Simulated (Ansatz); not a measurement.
# Structures of HgH₂: which is lowest?

Plane-wave DFT in Ansatz with scalar-relativistic PAW potentials, cutoff 420 eV, Γ-centred meshes chosen by cell and gap, Gaussian smearing with energies taken to zero width. Every cell was relaxed (cell and atoms) in a run of its own, within the symmetry of its start. Functional: PBE.

Relaxed structures (starts from databases or built by putting these elements on another compound's sites):
A. P4/nmm, 6 atoms in the computed cell, a = 3.751 Å, c = 7.425 Å; sites (symmetry × multiplicity) Hg 4mm × 2, H -4m2 × 2 + 4mm × 2; start: built
B. Pn-3m, 6 atoms in the computed cell, a = 4.338 Å; sites (symmetry × multiplicity) Hg -43m × 2, H .-3m × 4; start: built

**Question.** Rank them by energy. Could pressure change the order?

**Answer.**
| structure | group | E − E(lowest) (meV/atom) | V (Å³/atom) | gap on mesh (eV) |
| --- | --- | --- | --- | --- |
| B | Pn-3m | 0.0 | 13.60 | 0.00 |
| A | P4/nmm | 90 | 17.41 | 0.00 |

B is lowest, 90 meV/atom under A. The lowest is also the densest of these, so pressure wouldn't bring one of the others in at first order. Other structures may lie lower than all of these, and vibrations aren't counted.

Spin-orbit coupling is left out, which matters for the bands of heavy elements.